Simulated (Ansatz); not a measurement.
BeTe (zinc blende, space group No. 216) under volume change, plane-wave PAW PBEsol (Ansatz code), scaled uniformly.

```
V (Å³/atom)  E − E(relaxed) (meV/atom)  P (GPa)
-----------  -------------------------  -------
20.028                            39.2     6.86
20.688                            16.5     4.22
21.348                             3.9     1.95
22.008                             0.0     0.00
22.669                             3.5    -1.68
23.329                            13.5    -3.13
23.989                            29.1    -4.38
```

What does a third-order Birch–Murnaghan fit give for V₀, B₀ and B′?

V₀ = 22.01 Å³/atom, B₀ = 60.3 GPa, B′ = 4.0.

Space group F-43m (zinc blende). The PBEsol relaxation kept the symmetry of its start. Spin–orbit coupling is left out wherever it is not named.

Potentials: the earlier of the program's two PAW sets. The files were generated under PBE; for other functionals the program regenerates the frozen cores, and for LDA and PBEsol the local potential too.
